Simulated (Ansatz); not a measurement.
Starting cell, Ba (bcc, W type):

```yaml
crystal:
  lattice:
    - [-5.02000, 5.02000, 5.02000]
    - [2.51000, -2.51000, 2.51000]
    - [2.51000, 2.51000, -2.51000]
  atoms:
    - { symbol: Ba, position: [0.00000, 0.00000, 0.00000] }
    - { symbol: Ba, position: [0.50000, 0.00000, 0.00000] }
```

A phonon eigenvector at N = (0.5, 0.0, 0.0) is frozen into this cell: atom i moves by Q times the vector below, so Q is the largest atomic displacement, in Å. The cell is held. (q is in reciprocal vectors of the primitive cell; the cell shown is doubled to hold the pattern.)

```json
[
 {"atom": "Ba1", "x": "1.000", "y": "0.000", "z": "0.000"},
 {"atom": "Ba2", "x": "-1.000", "y": "0.000", "z": "0.000"}
]
```

Computed with PBE (plane waves to 420 eV, PAW, scalar-relativistic; Ansatz, an electronic-structure program). k mesh 13×13×13 (Γ-centred), Fermi-Dirac smearing 0.05 eV. With partly filled bands, energies and forces of such displacements shift with the k mesh and the smearing. Ba was relaxed with its symmetry unable to fall. The PAW data are Ansatz's earlier set. 

```json
[
 {"Q (Å)": "-0.100", "−dE/dQ from forces (eV/Å)": "0.271"},
 {"Q (Å)": "-0.083", "−dE/dQ from forces (eV/Å)": "0.226"},
 {"Q (Å)": "-0.067", "−dE/dQ from forces (eV/Å)": "0.181"},
 {"Q (Å)": "-0.050", "−dE/dQ from forces (eV/Å)": "0.136"},
 {"Q (Å)": "-0.033", "−dE/dQ from forces (eV/Å)": "0.091"},
 {"Q (Å)": "-0.017", "−dE/dQ from forces (eV/Å)": "0.045"},
 {"Q (Å)": "0.000", "−dE/dQ from forces (eV/Å)": "0.000"},
 {"Q (Å)": "0.017", "−dE/dQ from forces (eV/Å)": "-0.045"},
 {"Q (Å)": "0.033", "−dE/dQ from forces (eV/Å)": "-0.091"},
 {"Q (Å)": "0.050", "−dE/dQ from forces (eV/Å)": "-0.136"},
 {"Q (Å)": "0.067", "−dE/dQ from forces (eV/Å)": "-0.181"},
 {"Q (Å)": "0.083", "−dE/dQ from forces (eV/Å)": "-0.226"},
 {"Q (Å)": "0.100", "−dE/dQ from forces (eV/Å)": "-0.271"}
]
```

**Question.** What harmonic wavenumber does the curvature at Q = 0 give?

**Answer.** 52 cm⁻¹. E″ = 2.72 eV/Å², M = Σ mᵢ|uᵢ|² = 274.7 u, ν̃ = 521.5·√(|E″|/M).

(A displaced cell: forces are minus the slopes of the energy, force constants its curvatures, and phonons follow from these.)
